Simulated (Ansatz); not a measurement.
InP:
```
InP
1.0
    3.38718     0.00000     0.00000
    0.00000     3.38718     0.00000
    0.00000     0.00000     3.38718
In P
1 1
Direct
  0.00000   0.00000   0.00000
  0.50000   0.50000   0.50000
```

Relaxed with PBEsol. Special points in fractions of this cell's reciprocal vectors: Γ (0.000, 0.000, 0.000); X (0.000, 0.500, 0.000); M (0.500, 0.500, 0.000); R (0.500, 0.500, 0.500).

Problem. List the band energies nearest the Fermi level at these points for DFT-PBEsol with spin–orbit coupling in the program Ansatz with PAW potentials.

Solution. In eV from the Fermi level; about four levels below and three above (degenerate sets whole), none deeper than 8.9 eV; … stands for higher levels left out; points with the same levels are listed once.

```json
[
 {"k": "Γ", "below": "-0.91 -0.91 -0.91 -0.91", "above": "4.58 4.58 4.58 4.58"},
 {"k": "X", "below": "-7.87 -7.87", "above": "0.79 0.79 0.85 0.85"},
 {"k": "M", "below": "-5.14 -5.14 -3.90 -3.90", "above": "1.21 1.21 6.68 6.68"},
 {"k": "R", "below": "-0.33 -0.33 -0.33 -0.33", "above": "…"}
]
```

Space group Pm-3m (CsCl type). A made-up cell: these elements were put on the sites of a structure type; neither database checked (COD, Materials Project) lists it. It is not the phase usual at ambient conditions (space group No. 216). The PBEsol relaxation kept the symmetry of its start; of distortions, only those at the zone centre were tested.

Potentials: the later of the program's two PAW sets.
